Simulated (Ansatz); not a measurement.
Values for one crystal, relaxed and computed with plane-wave PAW PBEsol (Ansatz code); other levels are named.

* **Volume per atom**: 10.33 Å³
* **Electronic character**: metallic (no gap)
* **Bulk modulus (Birch–Murnaghan fit)**: 234 GPa
* **Density of states at the Fermi level**: 3.9 states/eV per atom (mean over ±0.08 eV)
* **Pressure derivative B′**: 4.8
* **Poisson's ratio**: 0.32
* **Debye temperature from the elastic constants**: 490 K

Problem. Which compound is it?
A) Ag, fcc (Cu type)
B) Pd, fcc (Cu type)
C) Rh, fcc (Cu type)
D) Ni, fcc (Cu type)

Solution. D, Ni, fcc (Cu type)

Space group Fm-3m (fcc (Cu type)). The cell was relaxed with PBEsol under the symmetry of its start. The workflow began spin-polarised and lost its moments. Textbook magnetic order: ferromagnetic. As this level gives no gap, shear constants depend on the k-mesh and smearing (Fermi–Dirac, 0.1 eV here). On the denser mesh and wider smearing of the elastic run this cell carries a stress of 0.6 GPa.

Potentials: the earlier of the program's two PAW sets. The files were generated under PBE; for other functionals the program regenerates the frozen cores, and for LDA and PBEsol the local potential too.
